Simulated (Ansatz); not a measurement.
**CaCrC4N4, before and after**

The guess for CaCrC4N4 was made by a generator: two interpenetrating cyanide-bridged diamond nets (P-43m, No. 215). Lengths were set from tabulated atomic sizes, so they are only a guess.

start.cif

```cif
data_structure
_symmetry_space_group_name_H-M 'P-43m'
_symmetry_Int_Tables_number 215
_cell_length_a 6.1268
_cell_length_b 6.1268
_cell_length_c 6.1268
_cell_angle_alpha 90.000
_cell_angle_beta 90.000
_cell_angle_gamma 90.000
_cell_volume 229.99
loop_
_atom_site_label
_atom_site_type_symbol
_atom_site_symmetry_multiplicity
_atom_site_Wyckoff_symbol
_atom_site_fract_x
_atom_site_fract_y
_atom_site_fract_z
_atom_site_occupancy
Ca1 Ca 1 a 0.00000 0.00000 0.00000 1
Cr1 Cr 1 b 0.50000 0.50000 0.50000 1
C1 C 4 e 0.19845 0.19845 0.19845 1
N1 N 4 e 0.30871 0.30871 0.30871 1
```

Theory: DFT PBE, scalar-relativistic, plane waves, PAW in Ansatz. Cutoff 420 eV, Gaussian smearing, Γ-centred meshes. Cell and atoms relax first on a coarse mesh and then on a finer one. In between, the cell is made exact in the group found at 0.06 Å. In metals the finer mesh still leaves noise of several meV/atom or more. The steps can't lower the symmetry of their start. Collinear spin, starting moments Cr 3.0 μB.

end.cif

```cif
data_structure
_symmetry_space_group_name_H-M 'P-43m'
_symmetry_Int_Tables_number 215
_cell_length_a 6.5492
_cell_length_b 6.5492
_cell_length_c 6.5492
_cell_angle_alpha 90.000
_cell_angle_beta 90.000
_cell_angle_gamma 90.000
_cell_volume 280.90
loop_
_atom_site_label
_atom_site_type_symbol
_atom_site_symmetry_multiplicity
_atom_site_Wyckoff_symbol
_atom_site_fract_x
_atom_site_fract_y
_atom_site_fract_z
_atom_site_occupancy
Ca1 Ca 1 a 0.00000 0.00000 0.00000 1
Cr1 Cr 1 b 0.50000 0.50000 0.50000 1
C1 C 4 e 0.22045 0.22045 0.22045 1
N1 N 4 e 0.32387 0.32387 0.32387 1
```

The symmetry stays P-43m (No. 215). The volume per atom grows by 22.1 %, from 23.0 to 28.1 Å³. The shortest distance stays 1.17 Å (C–N). The energy falls by about 0.27 eV/atom (the start's value is from the coarse mesh).

```json
{"Volume per atom": "28.09 Å³", "Density": "1.16 g/cm³", "Energy over the elements": "+0.19 eV/atom", "Gap on the 6×6×6 mesh of the 10-atom cell": "0 eV (a metal)", "Net moment per atom": "0.40 μB", "Moment by site": "Cr 2.8 μB"}
```

The zero of energy is the elements' standard structures at the same level (N₂ as a molecule); no fitted shifts are applied. The separate elements lie lower, so it is unstable against them.

The last run used collinear spin and Gaussian smearing of 0.10 eV. The reference form of C is held partly by dispersion forces, which this level lacks. The magnetic state reached may not be the lowest. Symmetry constrained the relaxation, so the result can be a saddle point. In all, the 3 runs took 5.3 min on 1 thread of Intel(R) Xeon(R) Platinum 8259CL CPU @ 2.50GHz (Skylake/Cascade Lake) (shared host). Site moments count only spheres around the atoms; the net moment includes the space between them.
